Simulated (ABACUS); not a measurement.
ABACUS run on Ti (P2_1/m, 2 atoms in the cell; from Materials Project mp-46, changed as shown): self-consistent single point.

All values come from this method and carry its errors: LDA (PW92), numerical atomic orbitals DZP (confined pseudo-atomic orbitals with Gaussian additions; energy shift 0.003 Ry), PseudoDojo 0.4 standard norm-conserving LDA (tails mended) pseudopotentials (ABACUS).

The change in words: atom 2 moved by -0.15 angstrom along x. Reference geometry (P6_3/mmc):
```yaml
crystal:
  lattice:
    - [2.96714, 0.00000, 0.00000]
    - [-1.48357, 2.56962, 0.00000]
    - [0.00000, 0.00000, 4.69052]
  atoms:
    - { symbol: Ti, position: [0.33333, 0.66667, 0.25000] }
    - { symbol: Ti, position: [0.66667, 0.33333, 0.75000] }
```

Reference input (self-consistent single point, DFT, LDA (PW92), numerical atomic orbitals DZP (confined pseudo-atomic orbitals with Gaussian additions; energy shift 0.003 Ry), PseudoDojo 0.4 standard norm-conserving LDA (tails mended) pseudopotentials): basis = DZP numerical atomic orbitals, energy shift 0.003 Ry; KPT = Gamma 13 13 7 0 0 0; basis_type = lcao; dft_functional = PWLDA; ecutwfc = 100 Ry; smearing_method = gaussian; smearing_sigma = 0.00734986 Ry; potentials = PseudoDojo 0.4 standard norm-conserving LDA (tails mended); symmetry = 1; symmetry_prec = 1e-05; ks_solver = scalapack_gvx; scf_nmax = 100. This run's input differs from it in these lines:

```diff
@@ -43,3 +43,3 @@
   -0.0000028035    3.2372549080    2.2159481282 1 1 1
-   2.8035456800    1.6186250261    6.6478443847 1 1 1
+   2.5200850668    1.6186250261    6.6478443847 1 1 1
 # file: KPT
```

Output, abridged:

```
 SELF-CONSISTENT
 -------------------------------------------

                  longest orb rcut (Bohr) = 9.2
   longest nonlocal projector rcut (Bohr) = 1.7
                     search radius (Bohr) = 21.8

                          real space grid = [ 36, 36, 60 ]
                                 init_chg = atomic

 LCAO ALGORITHM --------------- ION=   1  ELEC=   1--------------------------------

 Density error is 0.0474411858476
 E_KohnSham     -237.3438129853      -3229.2282416465
 E_Fermi        0.9646801137         13.1251462934

 LCAO ALGORITHM --------------- ION=   1  ELEC=   2--------------------------------

   [... lines left out ...]

   [... 3 blocks of this kind left out ...]

 LCAO ALGORITHM --------------- ION=   1  ELEC=   6--------------------------------

 Density error is 7.70363936395e-06
 E_KohnSham     -237.3617000818      -3229.4716080791
 E_Fermi        0.9316163169         12.6752902597

 LCAO ALGORITHM --------------- ION=   1  ELEC=   7--------------------------------

 Density error is 9.43260891678e-07
 E_KohnSham     -237.3617000820      -3229.4716080822
 E_KS(sigma->0) -237.3612762118      -3229.4658410325
 E_entropy(-TS) -0.0008477404        -0.0115340994
 E_Fermi        0.9316115471         12.6752253630
 charge density convergence is achieved
 final etot is -3229.4716081 eV
 EFERMI = 12.675225363 eV

 STATE ENERGY(eV) AND OCCUPATIONS    NSPIN == 1
   [... 19 lines left out ...]

 TOTAL-FORCE (eV/Angstrom)
                       Ti1        -0.1899490021         0.0127700443         0.0000000000
                       Ti2         0.1899490021        -0.0127700443         0.0000000000

 TOTAL-STRESS (KBAR)
      -105.3400688314       -15.5693166549         0.0000000000
       -15.5693166549      -107.6378749504         0.0000000000
         0.0000000000         0.0000000000      -101.2669159881
 TOTAL-PRESSURE: -104.748287 KBAR

 --------------------------------------------
 !FINAL_ETOT_IS -3229.4716080822313415 eV
 --------------------------------------------
```

The run converged in 7 iterations. Against the reference run the free energy rises by 7.4 meV/atom and the pressure hardly changes (-10.39 to -10.47 GPa).

The atom-centred basis is finite, which shifts total energies, pressures and forces against plane waves. The structure comes from a collection of computed structures, made at another level of theory; the collection holds predicted forms beside known ones. Its lattice was then scaled.

Cost on one core: about 24 core-seconds (a rough figure).

The atomic orbitals were generated for these runs; they are not ABACUS's published sets and were checked against plane waves on a few crystals only.

“Tails mended”: in these copies of the files the far tail of each local potential was reset to the Coulomb form.
